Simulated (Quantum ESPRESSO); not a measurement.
# Ti3Ta5: a guest atom moved from site to site

Computed values, not a measurement. The program is pw.x of Quantum ESPRESSO 7.5 (plane-wave density functional theory). The cell is made up: eight metal atoms on a hexagonal close-packed lattice, with elements, volume, strain and displacements drawn at random and not relaxed, so it may be unstable or far from any real phase. PseudoDojo standard norm-conserving files set the functional (PBE unless stated); there is no spin polarisation or spin-orbit coupling, the Fermi-Dirac width of 0.25 eV means electrons at about 2900 K, and the masses in the input are unused placeholders. Heavy elements are run without spin-orbit coupling, which real alloys of them have. A spin test at this wide smearing found no moment, but such smearing suppresses magnetism that the real alloy may have.

The runs move one Ti atom among sites that otherwise hold Ta. Cell, positions, cutoff, mesh and smearing stay as in the input of run 1; sites are counted in its order. Stress in the tables is positive in tension.

Input of run 1:

```
&control calculation='scf', pseudo_dir='./dojo.nc.sr.pbe.v0_5.standard.upf', outdir='./o', disk_io='minimal', tprnfor=.true., tstress=.true. /
&system ibrav=0, nat=8, ntyp=2, nbnd=69, ecutwfc=84.00895049, nosym=.true., tot_charge=0,
 occupations='smearing', smearing='fd', degauss=0.0183746611
/
&electrons conv_thr=1.470e-08, electron_maxstep=70, mixing_beta=0.5 /
ATOMIC_SPECIES
Ta 1.0 Ta.upf
Ti 1.0 Ti.upf
CELL_PARAMETERS angstrom
-2.8822 -0.0164 0.0083
0.0418 5.13 -4.7995
-0.015 -5.1002 -4.7675
ATOMIC_POSITIONS angstrom
Ti 0.0101 0.0123 -0.0228
Ta -0.0351 1.6773 -2.3722
Ta -0.0385 0.0038 -4.7811
Ta 0.0882 1.7261 -7.0966
Ti -1.4381 -0.8207 -2.385
Ta -1.3784 -2.5428 -4.7861
Ta -1.3721 -0.816 -7.1642
Ti -1.374 2.6179 -4.7815
K_POINTS automatic
8 4 4 1 1 1
```

| run | elements on sites 1 to 8 | free energy less that of run 1 (eV) | -TS (eV) | pressure (GPa) | stress xx (GPa) | stress yy (GPa) | stress zz (GPa) | stress yz (GPa) | stress xz (GPa) | stress xy (GPa) | iterations |
| --- | --- | --- | --- | --- | --- | --- | --- | --- | --- | --- | --- |
| 1 | Ti Ta Ta Ta Ti Ta Ta Ti | 0.000 | -2.244 | 7.27 | -5.40 | -6.39 | -10.03 | -0.06 | 0.28 | -0.18 | 22 |
| 2 | Ta Ti Ta Ta Ti Ta Ta Ti | -0.008 | -2.244 | 7.25 | -5.54 | -6.17 | -10.02 | -0.17 | 0.35 | -0.07 | 19 |
| 3 | Ta Ta Ta Ti Ti Ta Ta Ti | 0.010 | -2.247 | 7.49 | -5.62 | -6.36 | -10.48 | 0.00 | -0.02 | -0.06 | 22 |
| 4 | Ta Ta Ta Ta Ti Ti Ta Ti | -0.043 | -2.240 | 6.88 | -5.21 | -5.87 | -9.57 | 0.07 | 0.25 | -0.30 | 21 |

Forces Fx Fy Fz (eV/Å):

| site | run 1 | run 2 | run 3 | run 4 |
| --- | --- | --- | --- | --- |
| 1 | 0.11 0.08 0.12 | 0.09 0.06 -0.14 | 0.11 0.01 0.26 | 0.10 0.24 0.04 |
| 2 | 0.17 -0.05 -0.57 | 0.26 0.08 -0.45 | 0.14 -0.04 -0.83 | 0.20 0.05 -0.29 |
| 3 | -0.07 0.53 0.63 | -0.03 0.47 0.73 | 0.02 0.51 0.36 | -0.01 0.31 0.55 |
| 4 | 0.26 0.20 -0.50 | 0.25 0.28 -0.33 | 0.18 0.09 -0.30 | 0.28 0.27 -0.59 |
| 5 | -0.11 -0.41 0.24 | -0.09 -0.32 -0.05 | -0.11 -0.52 -0.04 | -0.09 -0.47 -0.18 |
| 6 | -0.19 -0.10 0.86 | -0.20 0.00 0.39 | -0.13 0.10 1.17 | -0.25 0.06 0.60 |
| 7 | -0.01 -0.36 -0.95 | -0.07 -0.58 -0.51 | -0.02 -0.14 -0.52 | -0.06 -0.49 -0.29 |
| 8 | -0.18 0.12 0.18 | -0.21 0.01 0.36 | -0.19 -0.01 -0.10 | -0.18 0.03 0.16 |

The sites are displaced and not relaxed, so the energy differences mix bonding between neighbours with strain and are not ordering energies. A rerun of one cell of this series at a higher cutoff and on a denser mesh moved values by no more than 0.003 eV in energy, 0.04 GPa in stress and 0.005 eV/Å in force, and a second program with other atomic files agreed on that cell to 2 % rms in force and 0.5 GPa in pressure.